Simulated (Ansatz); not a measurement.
The start is a generated cell, Sb built in the trigonal-Te structure type. The cell and all atomic positions are relaxed at zero pressure with PBEsol (plane waves to 420 eV, PAW, scalar-relativistic; Ansatz, a first-principles code). The first steps use a coarse 9×9×6 k-mesh.

Initial structure:
```
CELL_PARAMETERS angstrom
      4.37031     0.00000     0.00000
     -2.18516     3.78480     0.00000
      0.00000     0.00000     5.80714
ATOMIC_POSITIONS crystal
  Sb 0.26360 0.00000 0.33333
  Sb 0.00000 0.26360 0.66667
  Sb 0.73640 0.73640 0.00000
```

Problem. Does the structure survive the relaxation? Give the final space group.

Solution. The space group goes from P3₁21 (No. 152) to Pm-3m (No. 221); the end is AFLOW prototype A_cP1_221_a (A_h), with 1 atom in the primitive cell.

Problem. How does the volume change?

Solution. -10.6 %, from 32.02 to 28.64 Å³/atom.

Problem. What band gap does the relaxed structure have at this level?

Solution. No gap (metallic).

Problem. Give the final cell and atomic positions.

Solution. 
Space group Pm-3m (No. 221); a = b = c = 3.0594 Å, α = β = γ = 90.00°

```tsv
atom	site	symmetry	x	y	z
Sb	1b	m-3m	0.5000	0.5000	0.5000
```

Final values are on a 15×15×15 k-mesh of the relaxed cell. No spin polarisation in the result. The relaxed primitive cell holds an odd number of electrons. A magnetic state may lie lower.

The run could not lose the symmetry of its start: the end is stationary, and may be a saddle point rather than a minimum.

The relaxed structure here is a generated cell of Sb: the first start was made by placing the elements on the sites of a structure type, and the end was not matched to a known phase here, so it may be hypothetical. Known forms of Sb include space group No. 166.
